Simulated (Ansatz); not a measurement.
In DFT-r²SCAN in the program Ansatz with PAW potentials, NbP in the tetragonal phase (I4_1md; Nb on 4a, P on 4a) relaxes to a = 3.340 Å, c = 11.450 Å. P has 6 nearest neighbours from 2.54 Å (trigonal prismatic). Its formation energy from the elements is -1.11 eV/atom, with no fitted shifts.

Electronic character: no gap, with almost no states at the Fermi level (zero-gap or semimetallic). Gap from r²SCAN with spin–orbit coupling: none (metallic).

An equation-of-state fit gives a bulk modulus of 193 GPa. Bader charges are Nb +1.23, P -1.23 e.

The r²SCAN relaxation kept the symmetry of its start. No spin polarisation was allowed. A small band overlap can be real or an error of a semilocal functional. The references are the lowest solids computed at this level, not always the standard phases. Spin–orbit coupling is left out wherever it is not named.

Potentials: the later of the program's two PAW sets.
